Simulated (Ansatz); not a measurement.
Values for one crystal, relaxed and computed with DFT-r²SCAN in the program Ansatz with PAW potentials; other levels are named.

```yaml
volume_per_atom: 12.28 Å³
band_gap: 2.70 eV (indirect)
Poisson's ratio: 0.25
electron_effective_mass: 0.29, 0.91, 1.6 mₑ (principal values)
mechanical_stability: stable (all eigenvalues of C positive)
Young's modulus: 183 GPa
Bulk modulus (Birch–Murnaghan fit): 115 GPa
```

Question: Which compound is it?
(A) MgZn3O4, P6_3mc (Mg on 2b, O on 2b, Zn on 6c, O on 6c)
(B) ZnO, NiAs type
(C) SrTiO3, cubic perovskite
(D) CaScHO2, P4/mmm (Ca on 1d, Sc on 1a, O on 2f, H on 1b)

Answer: D, CaScHO2, P4/mmm (Ca on 1d, Sc on 1a, O on 2f, H on 1b)

The start of the workflow was typed in or built on a structure type; neither database checked (COD, Materials Project) lists it. Whether it is the stable phase at ambient conditions was not checked. Symmetry was held in the r²SCAN relaxation; whether a distortion lowers the energy is not shown. The run is not spin-polarised.

Potentials: the earlier of the program's two PAW sets. The files were generated under PBE; for other functionals the program regenerates the frozen cores, and for LDA and PBEsol the local potential too.
